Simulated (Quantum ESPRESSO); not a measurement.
Zn3Se2ClF, one run as intended and one with a planted mistake

A calculation, not a measurement. The program is pw.x of Quantum ESPRESSO 7.5 (plane-wave density functional theory). The cell is made up: 7 atoms on a zincblende/diamond lattice with one site empty, with randomly drawn elements, strain and displacements, not relaxed. PseudoDojo standard norm-conserving files (v0.5 for PBE, v0.4.1 for LDA and PBEsol) set the functional; there is no spin polarisation, spin-orbit coupling or dispersion term, and the masses in the input are unused placeholders.

Intended input:

```
&control calculation='scf', pseudo_dir='./dojo.nc.sr.pbe.v0_5.standard.upf', outdir='./o', disk_io='medium', tprnfor=.true., tstress=.true. /
&system ibrav=0, nat=7, ntyp=4, nbnd=59, ecutwfc=85.99341389, nosym=.true., tot_charge=0,
 occupations='smearing', smearing='fd', degauss=0.0018374661
/
&electrons conv_thr=7.350e-09, electron_maxstep=60, /
ATOMIC_SPECIES
Cl 1.0 Cl.upf
F 1.0 F.upf
Se 1.0 Se.upf
Zn 1.0 Zn.upf
CELL_PARAMETERS angstrom
5.1788 0.0 0.0
0.0 5.1788 0.0
0.0 0.0 5.1788
ATOMIC_POSITIONS angstrom
Zn -0.0772 2.5579 2.5457
Zn 2.6022 0.002 2.6162
Zn 2.5813 2.6604 0.028
Se 1.2327 1.3405 1.2579
Cl 1.3155 3.8675 3.9366
Se 3.8928 1.2771 3.8535
F 3.8355 3.868 1.3225
K_POINTS automatic
4 4 4 1 1 1
```

The log is shortened where brackets say so; the opening notice, blank lines, dates and the lines on written files are dropped, and the path of the files is cut. It prints rydbergs, bohrs and kilobars, and counts compression as positive stress. Where no state is partly filled, the Fermi energy that it prints is only some level between the filled and the empty states on the mesh, and need not lie in the true gap.

Log of the intended run:

```
     Program PWSCF v.7.5
     Parallel version (MPI & OpenMP), running on       1 processor cores
     Number of MPI processes:                 1
     Threads/MPI process:                     1
     [start-up lines left out]
     bravais-lattice index     =            0
     lattice parameter (alat)  =       9.7865  a.u.
     unit-cell volume          =     937.3117 (a.u.)^3
     number of atoms/cell      =            7
     number of atomic types    =            4
     number of electrons       =       106.00
     number of Kohn-Sham states=           59
     kinetic-energy cutoff     =      85.9934  Ry
     charge density cutoff     =     343.9737  Ry
     scf convergence threshold =      7.3E-09
     mixing beta               =       0.7000
     number of iterations used =            8  plain     mixing
     Exchange-correlation= PBE
                           (   1   4   3   4   0   0   0)
     [axes and pseudopotential details left out]
   Cartesian axes
     site n.     atom                  positions (alat units)
         1        Zn     tau(   1) = (  -0.0149069   0.4939175   0.4915618  )
         2        Zn     tau(   2) = (   0.5024716   0.0003862   0.5051749  )
         3        Zn     tau(   3) = (   0.4984359   0.5137097   0.0054067  )
         4        Se     tau(   4) = (   0.2380281   0.2588437   0.2428941  )
         5        Cl     tau(   5) = (   0.2540164   0.7467946   0.7601375  )
         6        Se     tau(   6) = (   0.7516799   0.2466015   0.7440913  )
         7        F      tau(   7) = (   0.7406156   0.7468912   0.2553680  )
     number of k points=    32  Fermi-Dirac smearing, width (Ry)=  0.0018
                       cart. coord. in units 2pi/alat
        k(    1) = (   0.1250000   0.1250000   0.1250000), wk =   0.0625000
        k(    2) = (   0.1250000   0.1250000   0.3750000), wk =   0.0625000
     [further k points left out]
     Dense  grid:   100929 G-vectors     FFT dimensions: (  60,  60,  60)
     Estimated max dynamical RAM per process >     152.86 MB
     Initial potential from superposition of free atoms
     starting charge     105.9994, renormalised to     106.0000
     Starting wfcs are   56 randomized atomic wfcs +    3 random wfcs
     total cpu time spent up to now is        8.7 secs
     per-process dynamical memory:    78.0 Mb
     Self-consistent Calculation
     iteration #  1     ecut=    85.99 Ry     beta= 0.70
     Davidson diagonalization with overlap
     ethr =  1.00E-02,  avg # of iterations =  4.7
     Threshold (ethr) on eigenvalues was too large:
     Diagonalizing with lowered threshold
     Davidson diagonalization with overlap
     ethr =  4.72E-04,  avg # of iterations =  2.0
     total cpu time spent up to now is       66.7 secs
     total energy              =   -1821.32770226 Ry
     estimated scf accuracy    <       0.48980916 Ry
     iteration #  2     ecut=    85.99 Ry     beta= 0.70
     Davidson diagonalization with overlap
     ethr =  4.62E-04,  avg # of iterations =  4.3
     total cpu time spent up to now is       96.5 secs
     total energy              =   -1821.42114360 Ry
     estimated scf accuracy    <       0.46782889 Ry
     [iterations 3 to 8 left out]
     iteration #  9     ecut=    85.99 Ry     beta= 0.70
     Davidson diagonalization with overlap
     ethr =  1.44E-10,  avg # of iterations =  2.5
     total cpu time spent up to now is      305.8 secs
     total energy              =   -1821.53481425 Ry
     estimated scf accuracy    <       0.00000001 Ry
     iteration # 10     ecut=    85.99 Ry     beta= 0.70
     Davidson diagonalization with overlap
     ethr =  1.16E-11,  avg # of iterations =  3.2
     total cpu time spent up to now is      338.4 secs
     End of self-consistent calculation
     [lines on levels left out]
     the Fermi energy is     9.0440 ev
!    total energy              =   -1821.53481425 Ry
     estimated scf accuracy    <          1.2E-09 Ry
     smearing contrib. (-TS)   =      -0.00000000 Ry
     internal energy E=F+TS    =   -1821.53481425 Ry
     The total energy is F=E-TS. E is the sum of the following terms:
     one-electron contribution =   -1440.32962774 Ry
     hartree contribution      =     741.69957484 Ry
     xc contribution           =    -252.09341517 Ry
     ewald contribution        =    -870.81134619 Ry
     convergence has been achieved in  10 iterations
     Forces acting on atoms (cartesian axes, Ry/au):
     atom    1 type  4   force =    -0.01511646    0.05571209   -0.02198636
     atom    2 type  4   force =    -0.01344826   -0.01840199   -0.05744156
     atom    3 type  4   force =     0.05533008   -0.00991331    0.02822304
     atom    4 type  3   force =    -0.00612253   -0.05938795   -0.04758101
     atom    5 type  1   force =    -0.04265414    0.04738905   -0.01225663
     atom    6 type  3   force =     0.03805036   -0.01087547    0.09652562
     atom    7 type  2   force =    -0.01603904   -0.00452241    0.01451690
     Total force =     0.181677     Total SCF correction =     0.000094
     Computing stress (Cartesian axis) and pressure
          total   stress  (Ry/bohr**3)                   (kbar)     P=      122.61
   0.00092484   0.00015810  -0.00012729          136.05       23.26      -18.73
   0.00015810   0.00065404  -0.00012228           23.26       96.21      -17.99
  -0.00012729  -0.00012228   0.00092153          -18.73      -17.99      135.56
     init_run     :      8.00s CPU      8.62s WALL (       1 calls)
     electrons    :    322.81s CPU    329.69s WALL (       1 calls)
     forces       :      4.89s CPU      4.97s WALL (       1 calls)
     stress       :     16.91s CPU     17.00s WALL (       1 calls)
     [timing details left out]
     PWSCF        :   5m52.80s CPU   6m 0.72s WALL
     JOB DONE.
```

A second run has one planted mistake: the plane-wave cutoff is too low. The input lines that differ, file-writing options aside:

```
- &system ibrav=0, nat=7, ntyp=4, nbnd=59, ecutwfc=85.99341389, nosym=.true., tot_charge=0,
+ &system ibrav=0, nat=7, ntyp=4, nbnd=59, ecutwfc=59.90139515, nosym=.true., tot_charge=0,
```

Its log:

```
     Program PWSCF v.7.5
     Parallel version (MPI & OpenMP), running on       1 processor cores
     Number of MPI processes:                 1
     Threads/MPI process:                     1
     [start-up lines left out]
     bravais-lattice index     =            0
     lattice parameter (alat)  =       9.7865  a.u.
     unit-cell volume          =     937.3117 (a.u.)^3
     number of atoms/cell      =            7
     number of atomic types    =            4
     number of electrons       =       106.00
     number of Kohn-Sham states=           59
     kinetic-energy cutoff     =      59.9014  Ry
     charge density cutoff     =     239.6056  Ry
     scf convergence threshold =      7.3E-09
     mixing beta               =       0.7000
     number of iterations used =            8  plain     mixing
     Exchange-correlation= PBE
                           (   1   4   3   4   0   0   0)
     [axes and pseudopotential details left out]
   Cartesian axes
     site n.     atom                  positions (alat units)
         1        Zn     tau(   1) = (  -0.0149069   0.4939175   0.4915618  )
         2        Zn     tau(   2) = (   0.5024716   0.0003862   0.5051749  )
         3        Zn     tau(   3) = (   0.4984359   0.5137097   0.0054067  )
         4        Se     tau(   4) = (   0.2380281   0.2588437   0.2428941  )
         5        Cl     tau(   5) = (   0.2540164   0.7467946   0.7601375  )
         6        Se     tau(   6) = (   0.7516799   0.2466015   0.7440913  )
         7        F      tau(   7) = (   0.7406156   0.7468912   0.2553680  )
     number of k points=    32  Fermi-Dirac smearing, width (Ry)=  0.0018
                       cart. coord. in units 2pi/alat
        k(    1) = (   0.1250000   0.1250000   0.1250000), wk =   0.0625000
        k(    2) = (   0.1250000   0.1250000   0.3750000), wk =   0.0625000
     [further k points left out]
     Dense  grid:    58701 G-vectors     FFT dimensions: (  50,  50,  50)
     Estimated max dynamical RAM per process >      90.66 MB
     Check: negative core charge=   -0.000028
     Initial potential from superposition of free atoms
     starting charge     105.9994, renormalised to     106.0000
     Starting wfcs are   56 randomized atomic wfcs +    3 random wfcs
     total cpu time spent up to now is        7.0 secs
     per-process dynamical memory:    48.9 Mb
     Self-consistent Calculation
     iteration #  1     ecut=    59.90 Ry     beta= 0.70
     Davidson diagonalization with overlap
     ethr =  1.00E-02,  avg # of iterations =  4.8
     Threshold (ethr) on eigenvalues was too large:
     Diagonalizing with lowered threshold
     Davidson diagonalization with overlap
     ethr =  4.91E-04,  avg # of iterations =  1.8
     total cpu time spent up to now is       42.2 secs
     total energy              =   -1820.88834853 Ry
     estimated scf accuracy    <       0.51497750 Ry
     iteration #  2     ecut=    59.90 Ry     beta= 0.70
     Davidson diagonalization with overlap
     ethr =  4.86E-04,  avg # of iterations =  4.2
     total cpu time spent up to now is       58.6 secs
     total energy              =   -1820.99234653 Ry
     estimated scf accuracy    <       0.46783496 Ry
     [iterations 3 to 8 left out]
     iteration #  9     ecut=    59.90 Ry     beta= 0.70
     Davidson diagonalization with overlap
     ethr =  1.65E-10,  avg # of iterations =  2.9
     total cpu time spent up to now is      193.1 secs
     total energy              =   -1821.10521595 Ry
     estimated scf accuracy    <       0.00000001 Ry
     iteration # 10     ecut=    59.90 Ry     beta= 0.70
     Davidson diagonalization with overlap
     ethr =  9.90E-12,  avg # of iterations =  3.1
     total cpu time spent up to now is      216.0 secs
     End of self-consistent calculation
     [lines on levels left out]
     the Fermi energy is     9.0407 ev
!    total energy              =   -1821.10521596 Ry
     estimated scf accuracy    <          2.2E-09 Ry
     smearing contrib. (-TS)   =      -0.00000000 Ry
     internal energy E=F+TS    =   -1821.10521596 Ry
     The total energy is F=E-TS. E is the sum of the following terms:
     one-electron contribution =   -1438.85299349 Ry
     hartree contribution      =     740.45005993 Ry
     xc contribution           =    -251.89093619 Ry
     ewald contribution        =    -870.81134620 Ry
     convergence has been achieved in  10 iterations
     Forces acting on atoms (cartesian axes, Ry/au):
     atom    1 type  4   force =    -0.01514869    0.05491848   -0.02254655
     atom    2 type  4   force =    -0.01298761   -0.01771970   -0.05717035
     atom    3 type  4   force =     0.05505612   -0.01065944    0.02919603
     atom    4 type  3   force =    -0.00568348   -0.05821234   -0.04760879
     atom    5 type  1   force =    -0.04254654    0.04745457   -0.01219591
     atom    6 type  3   force =     0.03770916   -0.01063278    0.09575628
     atom    7 type  2   force =    -0.01639896   -0.00514880    0.01456929
     Total force =     0.180590     Total SCF correction =     0.000194
     Computing stress (Cartesian axis) and pressure
          total   stress  (Ry/bohr**3)                   (kbar)     P=     -535.66
  -0.00355176   0.00016165  -0.00013105         -522.48       23.78      -19.28
   0.00016165  -0.00381746  -0.00012007           23.78     -561.57      -17.66
  -0.00013105  -0.00012007  -0.00355480          -19.28      -17.66     -522.93
     init_run     :      6.35s CPU      6.91s WALL (       1 calls)
     electrons    :    199.65s CPU    208.96s WALL (       1 calls)
     forces       :      3.09s CPU      3.13s WALL (       1 calls)
     stress       :     11.31s CPU     11.37s WALL (       1 calls)
     [timing details left out]
     PWSCF        :   3m40.64s CPU   3m50.80s WALL
     JOB DONE.
```

|  | intended run | run with the mistake |
| --- | --- | --- |
| free energy (eV) | -24783.244 | -24777.399 |
| smearing term -TS (eV) | 0.0000 | 0.0000 |
| pressure (GPa) | 12.26 | -53.57 |
| largest force component (eV/Å) | 2.482 | 2.462 |
| largest change of a force component (eV/Å) |  | 0.030 |
| iterations | 10 | 10 |

For scale, a rerun of the intended cell at 1467 eV and a 6 x 6 x 6 mesh moved values by no more than 0.003 eV in energy, 0.02 GPa in stress and 0.002 eV/Å in force.